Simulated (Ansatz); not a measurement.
La₂CN₃Cl:
```cif
data_C4Cl4La8N12
_chemical_formula_sum 'La8 C4 N12 Cl4'
_space_group_name_H-M_alt 'Cmmm'
_space_group_IT_number 65
_space_group_name_Hall '-C 2 2'
_cell_length_a 9.63129
_cell_length_b 13.44702
_cell_length_c 3.94604
_cell_angle_alpha 90.000
_cell_angle_beta 90.000
_cell_angle_gamma 90.000
loop_
_atom_site_label
_atom_site_type_symbol
_atom_site_symmetry_multiplicity
_atom_site_Wyckoff_symbol
_atom_site_fract_x
_atom_site_fract_y
_atom_site_fract_z
_atom_site_occupancy
La1 La 4 h 0.28840 0.50000 0.50000 1
La2 La 4 i 0.00000 0.36192 0.00000 1
C1 C 4 f 0.25000 0.25000 0.50000 1
N1 N 4 g 0.34405 0.00000 0.00000 1
N2 N 8 q 0.17295 0.32254 0.50000 1
Cl1 Cl 4 i 0.00000 0.12267 0.00000 1
```
(The calculation used a cell of 14 atoms; values per cell refer to that cell.)

Relaxed with r²SCAN. The program Ansatz at the r²SCAN level (PAW) gives a gap of 2.11 eV.

Q: What gap does HSE06 give on the same cell (Ansatz, PAW)?

A: 2.74 eV, 0.63 eV more. The hybrid was solved on a coarser mesh and at special points; its gap is the smallest among all of these.

Cost on shared cores: the r²SCAN run (SCF on a 4×4×7 mesh, then bands and DOS) roughly 8 core-minutes, the HSE06 run (SCF on 2×2×4, then a few points) very roughly 6 core-minutes; the tasks are unlike.

The workflow started from a Materials Project entry (that database holds measured and hypothetical structures alike); the Crystallography Open Database files this formula in space group No. 65, but the cells were not matched. Its standing as an ambient phase is unchecked. The r²SCAN relaxation kept the symmetry of its start; whether a distortion lowers the energy is not shown. Scalar-relativistic: spin–orbit coupling is off unless named, which matters more the heavier the elements.

Potentials: the later of the program's two PAW sets.
